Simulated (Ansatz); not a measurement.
**¹¹⁹Sn Mössbauer parameters in Zn₄SnN₄**

Cell: a computed structure from the Materials Project (it need not be an observed phase), taken as it stands.

```cif
data_Zn4SnN4
_symmetry_space_group_name_H-M 'P-1'
_symmetry_Int_Tables_number 2
_cell_length_a 5.8659
_cell_length_b 5.9920
_cell_length_c 8.6971
_cell_angle_alpha 89.751
_cell_angle_beta 73.749
_cell_angle_gamma 88.985
loop_
_atom_site_label
_atom_site_type_symbol
_atom_site_symmetry_multiplicity
_atom_site_Wyckoff_symbol
_atom_site_fract_x
_atom_site_fract_y
_atom_site_fract_z
Zn1 Zn 2 i 0.7684 0.6561 0.8464
Zn3 Zn 2 i 0.2006 0.8698 0.9476
Zn5 Zn 2 i 0.1702 0.6541 0.4533
Zn7 Zn 2 i 0.4916 0.1366 0.3758
Sn Sn 2 i 0.7191 0.6166 0.2346
N11 N 2 i 0.4702 0.8061 0.4049
N13 N 2 i 0.8502 0.8002 0.0267
N15 N 2 i 0.5541 0.3243 0.1852
N17 N 2 i 0.0143 0.5060 0.6705
```

One atom of each set is listed.

Method: Kohn–Sham DFT in Ansatz, PBE, plane waves and PAW, scalar-relativistic, 420 eV cutoff, Γ-centred 5×5×4 k-points, Fermi–Dirac smearing 0.02 eV.

Isomer shifts (against SnO₂) follow from the electron density at the nucleus, δ = α(ρ − ρ₀), with α = 0.099 mm s⁻¹ a₀³ and ρ₀ = 183191.44 a₀⁻³ from a line fitted to 8 measured compounds at this level of theory (rms miss 0.12 mm/s). ΔE_Q = ½eQV_zz(1 + η²/3)^½ with Q = -0.132 b for the 23.9 keV state.

Q: Where do the absorption lines lie?

A: Sn (2 atoms a cell): δ = 0.96, |ΔE_Q| = 0.41 mm/s, a doublet at 0.75 and 1.17 mm/s.

Without spin–orbit coupling (the program notes it for Sn) the gradients can shift somewhat, as the gap is small. With a gap of 0.2 eV on this mesh, the gradients can still move by some per cent as the k-mesh gets denser.
